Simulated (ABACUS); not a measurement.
Worked example: self-consistent single point of Ge (P6_3/mmc, 8 atoms in the cell; from Materials Project mp-1091415) in ABACUS.

Method: PBEsol, PseudoDojo 0.4 standard norm-conserving PBEsol (tails mended) pseudopotentials (plane waves; ABACUS 3.10.1).

```yaml
crystal:
  lattice:
    - [4.00312, 0.00000, 0.00000]
    - [-2.00156, 3.46680, 0.00000]
    - [0.00000, 0.00000, 13.15671]
  atoms:
    - { symbol: Ge, position: [0.00000, 0.00000, 0.40685] }
    - { symbol: Ge, position: [0.00000, 0.00000, 0.59315] }
    - { symbol: Ge, position: [0.00000, 0.00000, 0.90685] }
    - { symbol: Ge, position: [0.00000, 0.00000, 0.09315] }
    - { symbol: Ge, position: [0.33333, 0.66667, 0.34406] }
    - { symbol: Ge, position: [0.66667, 0.33333, 0.65594] }
    - { symbol: Ge, position: [0.66667, 0.33333, 0.84406] }
    - { symbol: Ge, position: [0.33333, 0.66667, 0.15594] }
```

Reference input (self-consistent single point, DFT, PBEsol, plane waves, PseudoDojo 0.4 standard norm-conserving PBEsol (tails mended) pseudopotentials): KPT = Gamma 4 4 1 0 0 0; basis_type = pw; ecutwfc = 78 Ry; smearing_method = fd; smearing_sigma = 0.00734986 Ry; potentials = PseudoDojo 0.4 standard norm-conserving PBEsol (tails mended); symmetry = 1; ks_solver = cg; scf_nmax = 100; scf_thr = 1.0e-09 Ry; mixing_type = broyden; mixing_beta = 0.7. This run's input differs from it in these lines:

```diff
@@ -8,4 +8,4 @@
 symmetry             1
-smearing_method      fd
-smearing_sigma       0.00734986
+smearing_method      gaussian
+smearing_sigma       0.00367493
 ks_solver            cg
```

The program printed (abridged):

```
 SELF-CONSISTENT
 -------------------------------------------
                                 init_chg = atomic

 PW ALGORITHM --------------- ION=   1  ELEC=   1--------------------------------
 Notice: Threshold on eigenvalues was too large.

 Density error is 0.137302574323
                          Error Threshold = 8.61739503125e-05
 E_KohnSham     -1427.1773745587     -19417.7443506791
 E_Fermi        0.6644618092         9.0404667083

 PW ALGORITHM --------------- ION=   1  ELEC=   2--------------------------------

 Density error is 0.0129034023311
                          Error Threshold = 0.000122591584217
   [... lines left out ...]

 Density error is 3.3009975992e-09
                          Error Threshold = 7.1870850001e-11
 E_KohnSham     -1427.1798374159     -19417.7778595696
 E_Fermi        0.6881893223         9.3632960858

 PW ALGORITHM --------------- ION=   1  ELEC=  10--------------------------------

 Density error is 6.02556540606e-10
                          Error Threshold = 2.947319285e-12
 E_KohnSham     -1427.1798374179     -19417.7778595969
 E_KS(sigma->0) -1427.1796903533     -19417.7758586809
 E_entropy(-TS) -0.0002941291        -0.0040018321
 E_Fermi        0.6881872935         9.3632684825
 charge density convergence is achieved
 final etot is -19417.77786 eV
 EFERMI = 9.3632684825 eV

 STATE ENERGY(eV) AND OCCUPATIONS    NSPIN == 1
   [... 65 lines left out ...]

 TOTAL-FORCE (eV/Angstrom)
                       Ge1        -0.0000326511         0.0000188511         0.0709246267
                       Ge2         0.0000326511        -0.0000188511        -0.0709246267
                       Ge3         0.0000326511        -0.0000188511         0.0709246267
                       Ge4        -0.0000326511         0.0000188511        -0.0709246267
                       Ge5         0.0000435600        -0.0000251494        -0.0691336127
                       Ge6        -0.0000435600         0.0000251494         0.0691336127
                       Ge7        -0.0000435600         0.0000251494        -0.0691336127
   [... lines left out ...]

 TOTAL-STRESS (KBAR)
        19.8759515772        -0.0008151200         0.0000000000
        -0.0008151200        19.8750059363         0.0000000000
         0.0000000000         0.0000000000       -12.0743623495
 TOTAL-PRESSURE: 9.225532 KBAR

 --------------------------------------------
 !FINAL_ETOT_IS -19417.7778595969102753 eV
 --------------------------------------------
```

The run converged in 10 iterations. Against the reference run the free energy goes up by 4.4 meV/atom, the pressure goes from 0.58 to 0.92 GPa and the largest force goes from 0.060 to 0.071 eV/Å.

This run is one point of a test of settings, so its values need not be converged; read them against the reference run alone. The structure comes from a collection of computed structures, made at another level of theory; the collection holds predicted forms beside known ones. No clean gap shows at this smearing width and mesh (spacing up to 0.48 Å⁻¹); the mesh is coarse for partly filled bands, so the values carry mesh errors. Semi-local functionals can close small gaps.

Cost on one core: very roughly 9 core-minutes.

“Tails mended”: in these copies of the files the far tail of each local potential was reset to the Coulomb form.
